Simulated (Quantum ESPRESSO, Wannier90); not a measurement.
## Te2W (P6₃/mmc, 2Hc stacking as in molybdenite), plane waves to Wannier functions

```yaml
crystal:
  lattice:
    - [3.56155, 0.00000, 0.00000]
    - [-1.78078, 3.08439, 0.00000]
    - [0.00000, 0.00000, 14.84723]
  atoms:
    - { symbol: Te, position: [0.33333, 0.66667, 0.87082] }
    - { symbol: Te, position: [0.66667, 0.33333, 0.12918] }
    - { symbol: Te, position: [0.66667, 0.33333, 0.37082] }
    - { symbol: Te, position: [0.33333, 0.66667, 0.62918] }
    - { symbol: W, position: [0.33333, 0.66667, 0.25000] }
    - { symbol: W, position: [0.66667, 0.33333, 0.75000] }
```

Materials Project entry mp-1019322; symmetrised, unrelaxed at this level. Not found in the COD (Crystallography Open Database) copy used, which has the formula in other groups; not checked further. Computed values, not measurements, from PBEsol: Quantum ESPRESSO (norm-conserving PseudoDojo potentials, cutoff 66 Ry, no spin polarisation, no spin-orbit coupling) on a Γ-centred 4×4×4 mesh, then Wannier90. Density: 12×12×2 mesh, cold smearing 0.01 Ry. The cell is built of weakly bound layers, chains or molecules, whose nearest atoms lie 4.35 Å apart. Database cells relaxed without dispersion often hold them too far apart, which can enlarge gaps and weakens couplings between them; spacing and stacking were not compared with the measured crystal. Spin-orbit coupling is left out although heavy elements are present.

Base run: 34 functions from bands 29-78 of the 78 computed, start hydrogen-like Te: s;p; W: s;p;d, centres 0.05 Å off the atoms, frozen window up to 2.44 eV relative to the valence-band maximum, outer window open. Its settings: num_cg_steps = 5, trial_step = 2 and dis_mix_ratio = 0.5 (the program's defaults), conv_tol = 1.0e-6 over 4 steps, num_iter = 1000, dis_conv_tol = 1.0e-6, dis_num_iter = 1000. One of them is changed at a time.

| run | disentanglement steps | localisation steps | Ω_I (Å²) | Ω_total (Å²) | ended |
|---|---|---|---|---|---|
| base | 526 | 998 | 51.232 | 63.283 | converged |
| conv_tol = 1.0e-10 | 526 | 1000 | 51.232 | 63.283 | step limit |
| dis_mix_ratio = 0.2 | 1000 | 1000 | 51.235 | 63.266 | step limit |
